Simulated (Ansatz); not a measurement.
## Energy against total moment in MnS

The cell (2 atoms) is MnS as a measured crystal structure (space group Fm-3m). Source: COD entry 9008675, which need not be the ambient phase.

```
Mn S
1.0
     0.00000    2.61180    2.61180
     2.61180    0.00000    2.61180
     2.61180    2.61180    0.00000
Mn S
1 1
Direct
  0.00000 0.00000 0.00000
  0.50000 0.50000 0.50000
```

Atoms are numbered from 1 in the order listed.

Level of theory: DFT, PBE+U, PAW, plane waves, scalar-relativistic in Ansatz.

```json
{
  "Hubbard term (Dudarev form)": "U − J = 3.9 eV on Mn d, on Löwdin-orthonormalised all-electron atomic orbitals",
  "Plane-wave cutoff": "420 eV",
  "k-point mesh": "7×7×7 (Γ-centred)",
  "Occupations": "Fermi–Dirac smearing, 0.05 eV",
  "Valence electrons": "21"
}
```

The total moment includes the space between the atomic spheres.

A static U favours moments and orbital order; the result depends on U and need not be the measured state.

For a metal this mesh leaves errors of several meV/atom.

Each run fixes N↑ − N↓ and starts with that moment spread in parallel over the Mn atoms; no search for lower states follows. F is the free energy per cell, and F(lowest) that of the lowest run, the runs with a free moment included. Each row is one local solution, which need not be the lowest state at that M. The cell holds one magnetic atom, so only parallel order fits; orders in a larger cell may lie lower. The program warns that the SCF threshold is loose for stress, so pressures can be off by 0.1 GPa or more.

The run at M = 5.00 μB took 0.85 s on 2 threads of Intel(R) Xeon(R) 6975P-C (shared host), peak memory 0.43 GiB.

```tsv
fixed M (μB/cell)	F − F(lowest) (meV/cell)	moments of Mn1 S2 (μB)	pressure (GPa)
1.00	4116	0.97 0.01	-15.7
3.00	2514	3.36 -0.38	-12.2
5.00	0	4.51 0.11	4.1
7.00	5619	4.84 1.02	29.8
```

The lowest fixed-moment run is the one at M = 5.00 μB (0 meV). With the constraint released: “usual moment, free total moment [Mn1 4.50 μB]” ends at 5.00 μB, 0 meV; “usual moment scaled by 0.1, free total moment [Mn1 0.45 μB]” ends at 5.00 μB, 0 meV.
